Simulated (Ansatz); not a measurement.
Be₅Pt: computed property card

Be$_{5}$Pt:
Space group F-43m (No. 216); a = b = c = 5.8830 Å, α = β = γ = 90.00°

```
atom  site  symmetry       x       y       z
----  ----  --------  ------  ------  ------
Be      4c      -43m  0.2500  0.2500  0.2500
Be     16e       .3m  0.6245  0.6245  0.6245
Pt      4a      -43m  0.0000  0.0000  0.0000
```
(The calculation used a cell of 6 atoms; values per cell refer to that cell.)

Space group F-43m (No. 216); conventional cell a = b = c = 5.8830 Å, α = β = γ = 90.00°.

Method: LDA in the plane-wave PAW code Ansatz. Geometry: relaxed at this level of theory. Other levels are named where they apply.

Cell and energy:

```yaml
volume_per_atom: 8.48 Å³
density: 7.83 g/cm³
Formation energy from the elements (no fitted shifts): -0.49 eV/atom
```

Electronic structure:

```yaml
band_gap: 0.17 eV (indirect)
valence_band_maximum: on the K–Γ line, 65 % of the way from K
conduction_band_minimum: at W (6 equivalent valleys)
smallest_direct_gap_on_the_standard_path: 0.80 eV
electron_effective_mass: 0.10, 0.10, 4.8 mₑ (principal values)
hole_effective_mass: 0.13, 0.19, 0.35 mₑ (principal values)
```

Mechanics:

```yaml
Bulk modulus (Birch–Murnaghan fit): 185 GPa
Pressure derivative B′: 3.9
Elastic constants (relaxed ions, GPa): C11 = 433, C12 = 60.9, C44 = 172
mechanical_stability: stable (all eigenvalues of C positive)
hill_bulk_and_shear_moduli: 185 and 177 GPa
Young's modulus: 403 GPa
Poisson's ratio: 0.14
debye_temperature_from_the_elastic_constants: 762 K
```

Dielectric response:

```yaml
Electronic dielectric constant ε∞ (DFPT): 20.1
Static dielectric constant ε0 (ions relaxed, cell fixed): 30.8
Born charges (a third of the trace): Be +0.66 to +2.37, Pt -5.02 e
```

Phonons:

```yaml
Highest zone-centre frequency (without LO–TO term): 893 cm^-1
zone_centre_stability: no imaginary mode at Γ
dynamical_stability_on_the_path: stable (no imaginary branch)
zero_point_energy: 85.5 meV/atom
Vibrational entropy at 300 K: 13.7 J/(K·mol of atoms)
```

The workflow started from a Materials Project entry (that database holds measured and hypothetical structures alike); the Crystallography Open Database copy checked does not list it. With Be and Pt taken as one species the cell has the higher symmetry Fd-3m, so it may be an ordered model of a mixed-site phase. Its standing as an ambient phase is unchecked. Symmetry was held in the LDA relaxation. The run is not spin-polarised. The references are the lowest solids computed at this level, not always the standard phases. Scalar-relativistic: spin–orbit coupling is off unless named, which matters more the heavier the elements.

Potentials: the later of the program's two PAW sets.
